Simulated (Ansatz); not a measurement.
# BeZnF₄: stable or not

The structure comes from a generated guess, relaxed at this level; another structure or a mixture of phases may lie lower.

Method: Ansatz, DFT PBE, scalar-relativistic, plane waves, PAW. The final run on the 6-atom cell used 420 eV, a Γ-centred 6×6×6 mesh, 0.02 eV smearing and no spin polarisation.

```yaml
crystal:
  lattice:
    - [0.00000, 4.01382, 4.01382]
    - [4.01382, 0.00000, 4.01382]
    - [4.01382, 4.01382, 0.00000]
  atoms:
    - { symbol: Be, position: [0.25000, 0.25000, 0.25000] }
    - { symbol: Zn, position: [0.50000, 0.50000, 0.50000] }
    - { symbol: F, position: [0.36232, 0.91303, 0.36232] }
    - { symbol: F, position: [0.36232, 0.36232, 0.36232] }
    - { symbol: F, position: [0.91303, 0.36232, 0.36232] }
    - { symbol: F, position: [0.36232, 0.36232, 0.91303] }
```

Formation energies are uncorrected and refer to the elements' standard structures at the same level (F₂ as a molecule).

Question: These tests were run: energy against the elements; phonons on a 2×2×2 q mesh. What do they show?

Answer:

| test | result |
| --- | --- |
| energy against the elements | −2.716 eV/atom |
| phonons on a 2×2×2 q mesh | imaginary modes down to 62i cm⁻¹ |

It fails one test: phonons on a 2×2×2 q mesh. So it isn't even a local minimum.

The run for the phonons used a 6×6×6 k mesh.
